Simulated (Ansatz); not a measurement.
NiAs-type ReS

Level of theory: DFT, PBEsol, scalar-relativistic, collinear spin; plane waves to 420 eV with PAW datasets (Ansatz 0.2.0), 10×10×6 k-mesh, Gaussian smearing of 0.05 eV; PAW files: Ansatz's generated set soft_2.

```cif
data_structure
_symmetry_space_group_name_H-M 'P6_3/mmc'
_symmetry_Int_Tables_number 194
_cell_length_a 3.5339
_cell_length_b 3.5339
_cell_length_c 5.3461
_cell_angle_alpha 90.000
_cell_angle_beta 90.000
_cell_angle_gamma 120.000
_cell_volume 57.82
loop_
_atom_site_label
_atom_site_type_symbol
_atom_site_symmetry_multiplicity
_atom_site_Wyckoff_symbol
_atom_site_fract_x
_atom_site_fract_y
_atom_site_fract_z
_atom_site_occupancy
Re1 Re 2 a 0.00000 0.00000 0.00000 1
S1 S 2 c 0.33333 0.66667 0.25000 1
```

The structure was built from a prototype; whether the compound forms in it isn't claimed.

Magnetic state: non-magnetic, site spin moments none.

The cell above was scaled in volume, and shape and atoms were relaxed at each volume within its symmetry. Energies are counted from the cell above.

| V (Å³/atom) | ΔE (meV/atom) | P (GPa) |
| --- | --- | --- |
| 13.88 | 17.5 | 10.0 |
| 14.17 | 4.2 | 4.8 |
| 14.46 | 0.0 | 0.0 |
| 14.74 | 2.8 | -2.8 |
| 15.03 | 11.2 | -6.5 |

(1) Can a bulk modulus be trusted from these points?

Answer:

(1) No. The energies are smooth (scatter 0.03 meV/atom), but the fit's B0′ of 11.4 is out of the usual range: the curve is too flat or too lopsided over this range, or mesh noise enters, and a third-order form can't fix it.

For elements this heavy, spin–orbit coupling would shift levels and gaps; it isn't included here. The starting moments died out; a magnetic state reached from other starts isn't excluded. The run is a metal.
